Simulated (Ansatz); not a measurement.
NbC₂:
```
CELL_PARAMETERS angstrom
     -1.57849     1.57849     2.93035
      1.57849    -1.57849     2.93035
      1.57849     1.57849    -2.93035
ATOMIC_POSITIONS crystal
  Nb 0.00000 0.00000 0.00000
  C  0.61664 0.61664 0.00000
  C  0.38336 0.38336 0.00000
```

Relaxed with PBEsol. Special points in fractions of this cell's reciprocal vectors: Γ (0.000, 0.000, 0.000); X (0.000, 0.000, 0.500); P (0.250, 0.250, 0.250); N (0.000, 0.500, 0.000); M (0.500, 0.500, -0.500); S (0.323, 0.677, -0.323); S0 (-0.323, 0.323, 0.323); R (-0.145, 0.145, 0.500); G (0.500, 0.500, -0.145).

Task: List the band energies nearest the Fermi level at these points for PBEsol with spin–orbit coupling (plane waves, PAW; program Ansatz).

Result: In eV from the Fermi level; about four levels below and three above (degenerate sets whole), none deeper than 8.9 eV; points with the same levels are listed once.

| k | below | above |
|---|---|---|
| Γ | -2.91 -2.91 -2.91 -2.91 -2.85 -2.85 | 0.52 0.52 2.17 2.17 |
| X | -4.14 -4.14 -0.84 -0.84 | 2.87 2.87 3.05 3.05 |
| P | -2.50 -2.50 -2.47 -2.47 | 2.97 2.97 3.09 3.09 |
| N | -6.47 -6.47 -4.47 -4.47 | 0.58 0.58 0.97 0.97 |
| M | -3.80 -3.80 -2.91 -2.91 | 0.90 0.90 1.02 1.02 |
| S | -6.16 -6.16 -4.37 -4.37 | 0.52 0.52 1.15 1.15 |
| R | -3.10 -3.10 -0.52 -0.52 | 2.21 2.21 3.65 3.65 |

Space group I4/mmm (MoSi2 or CaC2 type). The start of the workflow was typed in or built on a structure type; neither database checked (COD, Materials Project) lists it. Its standing as an ambient phase is unchecked. The cell was relaxed with PBEsol under the symmetry of its start; its stability against distortions is not shown here. No spin polarisation was allowed. The volume moved by -30 % from the start of the relaxation. Its formation energy is positive at this level, so the cell may be metastable or incomplete.

Potentials: the later of the program's two PAW sets.
